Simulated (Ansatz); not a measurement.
AlN:
```xyz
4
Lattice="3.1066 0.0000 0.0000 -1.5533 2.6904 0.0000 0.0000 0.0000 4.9786" Properties=species:S:1:pos:R:3 pbc="T T T"
Al     1.5533     0.8968     0.0170
Al     0.0000     1.7936     2.5063
N      1.5533     0.8968     3.0956
N      0.0000     1.7936     0.6063
```

Relaxed with r²SCAN.

### Question
Give the Bader charges and basin volumes of the independent atoms, DFT-r²SCAN in the program Ansatz with PAW potentials.

### Answer


| atom | Bader charge (e) | Bader volume (Å³) |
|---|---|---|
| Al1 | +2.49 | 3.8 |
| N3 | -2.49 | 17.0 |

Space group P6_3mc (wurtzite). The cell was relaxed with r²SCAN under the symmetry of its start.

Potentials: the later of the program's two PAW sets.
